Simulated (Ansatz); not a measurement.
AlPt (rock salt, Fm-3m) under volume change, plane-wave PAW r²SCAN (Ansatz code), scaled uniformly.

| V (Å³/atom) | E − E(relaxed) (meV/atom) | P (GPa) |
|---|---|---|
| 15.052 | 72.9 | 17.12 |
| 15.548 | 30.5 | 10.44 |
| 16.044 | 7.2 | 4.78 |
| 16.540 | 0.0 | -0.01 |
| 17.036 | 6.5 | -4.06 |
| 17.533 | 24.5 | -7.48 |
| 18.029 | 52.2 | -10.36 |

Problem. What does a third-order Birch–Murnaghan fit give for V₀, B₀ and B′?

Solution. V₀ = 16.54 Å³/atom, B₀ = 146 GPa, B′ = 4.6.

The start of the workflow was typed in or built on a structure type; neither database checked (COD, Materials Project) lists it. Its standing as an ambient phase is unchecked. The r²SCAN relaxation kept the symmetry of its start; whether a distortion lowers the energy is not shown. No spin polarisation was allowed. Scalar-relativistic: spin–orbit coupling is off unless named, which matters more the heavier the elements.

Potentials: the later of the program's two PAW sets.
